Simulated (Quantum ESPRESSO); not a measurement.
## Mo6CuTi (input and log of a self-consistent run)

Simulated, not a measurement. The program is pw.x of Quantum ESPRESSO 7.5 (plane-wave density functional theory). The cell is made up: eight metal atoms on a face-centred cubic lattice, with elements, volume, strain and displacements drawn at random and not relaxed, so it may be unstable or far from any real phase. PseudoDojo standard norm-conserving files set the functional (PBE unless stated); there is no spin polarisation or spin-orbit coupling, the Fermi-Dirac width of 0.25 eV means electrons at about 2900 K, and the masses in the input are unused placeholders. The copper pseudopotential is less sure than most, with forces differing by about three percent and pressure by about two GPa from a second method on plain copper. A spin test at this wide smearing found no moment, but such smearing suppresses magnetism that the real alloy may have.

Input:

```
&control calculation='scf', pseudo_dir='./dojo.nc.sr.pbe.v0_5.standard.upf', outdir='./o', disk_io='minimal', tprnfor=.true., tstress=.true. /
&system ibrav=0, nat=8, ntyp=3, nbnd=75, ecutwfc=92.02030273, nosym=.true., tot_charge=0,
 occupations='smearing', smearing='fd', degauss=0.0183746611
/
&electrons conv_thr=1.470e-08, electron_maxstep=70, mixing_beta=0.5 /
ATOMIC_SPECIES
Cu 1.0 Cu.upf
Mo 1.0 Mo.upf
Ti 1.0 Ti.upf
CELL_PARAMETERS angstrom
1.9324 3.9358 1.9624
1.9876 -3.9873 2.01
2.0207 0.0219 -6.0193
ATOMIC_POSITIONS angstrom
Mo 0.1019 0.0496 -0.0376
Mo 1.9665 -2.0417 -0.0645
Mo 1.9967 -0.0067 -2.0657
Cu 4.0058 -1.931 -2.0576
Ti 1.8847 0.1119 1.8809
Mo 2.0727 1.9904 0.1115
Mo 3.963 0.0145 -0.0553
Mo 3.8221 1.8997 -2.0463
K_POINTS automatic
6 6 4 1 1 1
```

The log is shortened where brackets say so; the opening notice, blank lines, dates and the lines on written files are dropped, and the path of the files is cut. It prints rydbergs, bohrs and kilobars, and counts compression as positive stress. Its total energy is the free energy E - TS of the whole cell.

```
     Program PWSCF v.7.5
     Parallel version (MPI & OpenMP), running on       4 processor cores
     Number of MPI processes:                 4
     Threads/MPI process:                     1
     [start-up lines left out]
     bravais-lattice index     =            0
     lattice parameter (alat)  =       9.0777  a.u.
     unit-cell volume          =     845.3245 (a.u.)^3
     number of atoms/cell      =            8
     number of atomic types    =            3
     number of electrons       =       115.00
     number of Kohn-Sham states=           75
     kinetic-energy cutoff     =      92.0203  Ry
     charge density cutoff     =     368.0812  Ry
     scf convergence threshold =      1.5E-08
     mixing beta               =       0.5000
     number of iterations used =            8  plain     mixing
     Exchange-correlation= PBE
                           (   1   4   3   4   0   0   0)
     [axes and pseudopotential details left out]
   Cartesian axes
     site n.     atom                  positions (alat units)
         1        Mo     tau(   1) = (   0.0212127   0.0103253  -0.0078273  )
         2        Mo     tau(   2) = (   0.4093704  -0.4250250  -0.0134271  )
         3        Mo     tau(   3) = (   0.4156572  -0.0013948  -0.4300211  )
         4        Cu     tau(   4) = (   0.8338958  -0.4019803  -0.4283349  )
         5        Ti     tau(   5) = (   0.3923419   0.0232945   0.3915509  )
         6        Mo     tau(   6) = (   0.4314783   0.4143457   0.0232112  )
         7        Mo     tau(   7) = (   0.8249860   0.0030185  -0.0115119  )
         8        Mo     tau(   8) = (   0.7956546   0.3954645  -0.4259826  )
     number of k points=    72  Fermi-Dirac smearing, width (Ry)=  0.0184
                       cart. coord. in units 2pi/alat
        k(    1) = (   0.2278358   0.0014475  -0.0232660), wk =   0.0277778
        k(    2) = (   0.3786961   0.0016042  -0.1721343), wk =   0.0277778
     [further k points left out]
     Dense  grid:   100809 G-vectors     FFT dimensions: (  60,  60,  75)
     Estimated max dynamical RAM per process >     431.79 MB
     Estimated total dynamical RAM >       1.61 GB
     Initial potential from superposition of free atoms
     starting charge     114.9895, renormalised to     115.0000
     Starting wfcs are   80 randomized atomic wfcs
     total cpu time spent up to now is        7.1 secs
     per-process dynamical memory:   355.0 Mb
     Self-consistent Calculation
     iteration #  1     ecut=    92.02 Ry     beta= 0.50
     Davidson diagonalization with overlap
     ethr =  1.00E-02,  avg # of iterations =  2.8
     total cpu time spent up to now is       25.5 secs
     total energy              =   -1334.85414855 Ry
     estimated scf accuracy    <       9.76915882 Ry
     iteration #  2     ecut=    92.02 Ry     beta= 0.50
     Davidson diagonalization with overlap
     ethr =  8.49E-03,  avg # of iterations =  3.0
     total cpu time spent up to now is       44.1 secs
     total energy              =   -1338.90648078 Ry
     estimated scf accuracy    <      31.32946006 Ry
     iteration #  3     ecut=    92.02 Ry     beta= 0.50
     Davidson diagonalization with overlap
     ethr =  8.49E-03,  avg # of iterations =  2.1
     total cpu time spent up to now is       60.6 secs
     total energy              =   -1340.35429097 Ry
     estimated scf accuracy    <      19.94645791 Ry
     iteration #  4     ecut=    92.02 Ry     beta= 0.50
     Davidson diagonalization with overlap
     ethr =  8.49E-03,  avg # of iterations =  1.0
     total cpu time spent up to now is       73.9 secs
     total energy              =   -1341.21109507 Ry
     estimated scf accuracy    <       3.53046510 Ry
     iteration #  5     ecut=    92.02 Ry     beta= 0.50
     Davidson diagonalization with overlap
     ethr =  3.07E-03,  avg # of iterations =  5.2
     total cpu time spent up to now is       90.1 secs
     total energy              =   -1341.03391536 Ry
     estimated scf accuracy    <       1.81081669 Ry
     [iterations 6 to 17 left out]
     iteration # 18     ecut=    92.02 Ry     beta= 0.50
     Davidson diagonalization with overlap
     ethr =  2.11E-09,  avg # of iterations =  2.6
     total cpu time spent up to now is      302.9 secs
     total energy              =   -1341.12082524 Ry
     estimated scf accuracy    <       0.00000356 Ry
     iteration # 19     ecut=    92.02 Ry     beta= 0.50
     Davidson diagonalization with overlap
     ethr =  2.11E-09,  avg # of iterations =  1.5
     total cpu time spent up to now is      316.8 secs
     total energy              =   -1341.12082551 Ry
     estimated scf accuracy    <       0.00000106 Ry
     iteration # 20     ecut=    92.02 Ry     beta= 0.50
     Davidson diagonalization with overlap
     ethr =  9.23E-10,  avg # of iterations =  1.1
     total cpu time spent up to now is      330.1 secs
     total energy              =   -1341.12082559 Ry
     estimated scf accuracy    <       0.00000002 Ry
     iteration # 21     ecut=    92.02 Ry     beta= 0.50
     Davidson diagonalization with overlap
     ethr =  1.63E-11,  avg # of iterations =  5.6
     total cpu time spent up to now is      349.4 secs
     total energy              =   -1341.12082559 Ry
     estimated scf accuracy    <       0.00000005 Ry
     iteration # 22     ecut=    92.02 Ry     beta= 0.50
     Davidson diagonalization with overlap
     ethr =  1.63E-11,  avg # of iterations =  2.1
     total cpu time spent up to now is      364.3 secs
     End of self-consistent calculation
     [lines on levels left out]
!    total energy              =   -1341.12082559 Ry
     estimated scf accuracy    <          3.6E-09 Ry
     smearing contrib. (-TS)   =      -0.13771359 Ry
     internal energy E=F+TS    =   -1340.98311201 Ry
     The total energy is F=E-TS. E is the sum of the following terms:
     one-electron contribution =    -411.40789346 Ry
     hartree contribution      =     272.22296789 Ry
     xc contribution           =    -187.84538611 Ry
     ewald contribution        =   -1013.95280032 Ry
     convergence has been achieved in  22 iterations
     Forces acting on atoms (cartesian axes, Ry/au):
     atom    1 type  2   force =    -0.05064701    0.01262409    0.01140627
     atom    2 type  2   force =     0.06931306    0.02211300    0.03383500
     atom    3 type  2   force =     0.00558473    0.00810274   -0.00301261
     atom    4 type  1   force =    -0.01479806    0.00414950   -0.00426920
     atom    5 type  3   force =    -0.00160414   -0.06927777    0.04171982
     atom    6 type  2   force =    -0.04493345    0.03782439   -0.04308953
     atom    7 type  2   force =     0.00825122   -0.03448663   -0.02893604
     atom    8 type  2   force =     0.02883364    0.01895068   -0.00765372
     Total force =     0.157625     Total SCF correction =     0.000242
     Computing stress (Cartesian axis) and pressure
          total   stress  (Ry/bohr**3)                   (kbar)     P=       34.56
   0.00014602  -0.00004353  -0.00004495           21.48       -6.40       -6.61
  -0.00004353   0.00023160   0.00004142           -6.40       34.07        6.09
  -0.00004495   0.00004142   0.00032710           -6.61        6.09       48.12
     init_run     :      6.72s CPU      7.01s WALL (       1 calls)
     electrons    :    348.85s CPU    357.24s WALL (       1 calls)
     forces       :      2.23s CPU      2.23s WALL (       1 calls)
     stress       :      7.53s CPU      7.53s WALL (       1 calls)
     [timing details left out]
     PWSCF        :   6m 5.42s CPU   6m14.13s WALL
     JOB DONE.
```

In other units: free energy -18246.878 eV for the cell, pressure 3.46 GPa, largest force component 1.782 eV/Å in size. The run took 376 s of wall time with four MPI processes on a shared machine (Intel Xeon, 2023 or later, virtual cores), so the time is rough. A rerun of this cell at a higher cutoff and on a denser mesh moved values by no more than 0.004 eV in energy, 0.02 GPa in stress and 0.006 eV/Å in force, and a second program with other atomic files agreed on that cell to 2 % rms in force and 0.5 GPa in pressure.